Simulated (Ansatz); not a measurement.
ReS₂ in space group R-3m (No. 166; Re on 3a, S on 6c), PBE (plane waves, PAW; program Ansatz), all energies at zero smearing, with the estimated change up to a 700 eV cutoff added, with one set of potentials and settings (totals compare only within such a set). Cell of 3 atoms (1 Re, 2 S): -12672.838 eV.

```tsv
element	reference phase	E (eV/atom)
Re	P6_3/mmc, 2 atoms in the cell	-10868.0812
S	Fddd, 32 atoms in the cell	-902.0599
```

Formation energy per atom, worked out: (-12672.838 − 1×(-10868.0812) − 2×(-902.0599))/3 = -0.212 eV/atom (-20 kJ per mol of atoms), at 0 K, without zero-point energy or fitted corrections.

The cell is a constructed one: a structure type filled with these elements; neither database checked (COD, Materials Project) lists it. Whether it is the stable phase at ambient conditions was not checked. Symmetry was held in the PBE relaxation; whether a distortion lowers the energy is not shown. The run is not spin-polarised. A crystal of weakly bound layers computed without a dispersion correction: the cell and the soft elastic constants depend strongly on that. The references are the lowest solids computed at this level, not always the standard phases. Scalar-relativistic: spin–orbit coupling is off unless named, which matters more the heavier the elements.

Potentials: the later of the program's two PAW sets.
